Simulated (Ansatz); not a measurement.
What internal relaxation does to the elastic constants of TaSi2

Level of theory: DFT LDA, scalar-relativistic, plane waves, PAW (Ansatz 0.2.0). Settings: 420 eV plane-wave cutoff, Γ-centred 12×12×6 mesh, Fermi-Dirac smearing of 0.15 eV. No spin polarisation.

Equilibrium structure at this level:
```xyz
9
Lattice="4.7301 0.0000 0.0000 -2.3650 4.0964 0.0000 0.0000 0.0000 6.5252" Properties=species:S:1:pos:R:3 pbc="T T T"
Ta    2.3650    0.0000    0.0000
Ta    1.1825    2.0482    4.3501
Ta   -1.1825    2.0482    2.1751
Si    0.0000    1.3095    0.0000
Si    3.5960    0.6547    4.3501
Si    1.2310    3.4416    2.1751
Si    2.3650    2.7869    0.0000
Si   -1.2310    3.4416    4.3501
Si    1.1340    0.6547    2.1751
```

In a metal, frequencies and elastic constants depend on the k mesh and the smearing, soft modes and shear constants most. Spin–orbit coupling is left out, which can shift energies with elements as heavy as these.

Clamped-ion constants (GPa, Voigt order; atoms follow the strain homogeneously):
C11 = 401.1, C12 = 74.2, C13 = 99.2, C22 = 401.1, C23 = 99.2, C33 = 487.0, C44 = 167.1, C55 = 167.1, C66 = 163.5 GPa; the others vanish.

Problem. What are the constants once the atoms relax in each strained cell?

Solution.
```
393.1  80.1 101.8   0.0   0.0   0.0
 80.1 393.1 101.8   0.0   0.0   0.0
101.7 101.7 480.9   0.0   0.0   0.0
  0.0   0.0   0.0 143.2   0.0   0.0
  0.0   0.0   0.0   0.0 143.2   0.0
  0.0   0.0   0.0   0.0   0.0 156.5
```
The Voigt shear modulus goes from 167.3 to 154.2 GPa and the Voigt bulk modulus doesn't change. Relaxation subtracts ΛᵀK⁻¹Λ/V, with Λ the forces that a strain puts on the atoms and K the zone-centre force constants. At a stable cell this can only lower the diagonal constants, and it acts only for strains that share their symmetry with an optical mode; elsewhere, and where the coupling is weak, the constants hardly move.

Cost: 2 runs of about 67 core-minutes in all, on AMD EPYC 9R45 (Zen 5), Intel Xeon Processor @ 2.50GHz (Skylake/Cascade Lake) (shared hosts).